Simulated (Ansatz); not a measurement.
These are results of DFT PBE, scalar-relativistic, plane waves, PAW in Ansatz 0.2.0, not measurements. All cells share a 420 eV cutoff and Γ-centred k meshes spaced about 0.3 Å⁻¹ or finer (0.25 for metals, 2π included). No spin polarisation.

All energies are static (0 K, no zero-point motion).

Compare these two cells of Be₃TeSe₂, each relaxed at this level.

A.

Space group Cmc2_1 (No. 36). a = 11.302 Å, b = 6.515 Å, c = 6.206 Å, α = 90.00°, β = 90.00°, γ = 90.00°
```
atom  site  symmetry       x       y       z
  Be    4a       m.. 0.0000  0.1880  0.1079
  Be    8b         1  0.8235  0.3423  0.6342
  Te    4a       m.. 0.0000  0.1711  0.4985
  Se    8b         1  0.8304  0.3367  0.0001
```

B.

Space group Imm2 (No. 44). a = 3.782 Å, b = 11.335 Å, c = 5.335 Å, α = 90.00°, β = 90.00°, γ = 90.00°
```csv
atom,site,symmetry,x,y,z
Be,4d,m..,0.0000,0.1763,0.2630
Be,2b,mm2,0.5000,0.0000,0.7230
Te,2a,mm2,0.0000,0.0000,0.0004
Se,4d,m..,0.0000,0.3312,0.0003
```

Task: Which is lower in energy, and by how much?

Result: They are level within the accuracy (under 1 meV/atom apart). A has Te and Se ordered on wurtzite sites, space group Cmc2_1 (No. 36), 19.0 Å³/atom and a gap of 2.86 eV on its mesh; B has Te and Se ordered on zinc blende sites, space group Imm2 (No. 44), 19.1 Å³/atom and a gap of 2.06 eV. Counting Se or Te atoms around Be (for each partner element, those within 1.25 times its shortest distance or 1.15 times the sum of covalent radii, where it is the nearest in units of that sum or under 1.3), A and B both have Be 4. Both come from trial cells of a structure search.

These runs have no spin–orbit coupling, which can matter for Te. Kohn–Sham gaps at this level usually fall short of measured ones. The missing spin–orbit coupling can work the other way here. With atoms moved at random, A and B came back.
